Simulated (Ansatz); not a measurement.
# Na7Bi (Fm-3m)

These are results of DFT PBE, scalar-relativistic, plane waves, PAW in Ansatz 0.2.0, not measurements.

Settings: cutoff 420 eV, Γ-centred mesh 6×6×6 on the computed 8-atom cell, Gaussian smearing of 0.10 eV; no spin polarisation.

The structure is relaxed at this level of theory with its symmetry kept, and needn't be the ground state of this composition.

Space group Fm-3m (No. 225), cubic, a = 10.163 Å. Around Na on a site of symmetry mmm lie 10 Na at 3.59 Å and 2 Bi at 3.59 Å; Na on a site of symmetry m-3m is surrounded by 12 Na at 3.59 Å; Bi has 12 Na at 3.59 Å.

```json
{"Volume per atom": "32.80 Å³", "Formation energy from the elements' standard states (uncorrected)": "-0.102 eV/atom", "Kohn–Sham band gap": "none (metal)", "Density of states at the Fermi level": "3.4 states/eV per cell", "Orbital (Löwdin) character within 0.5 eV of the Fermi level": "Na 3s 60 %, Bi 6p 27 %, unprojected 13 %"}
```

Spin-orbit coupling is left out, which matters for the bands of heavy elements.

The cell was found from a structure generator's guess, not taken from experiment. Löwdin shares on free-atom orbitals overweight diffuse shells.
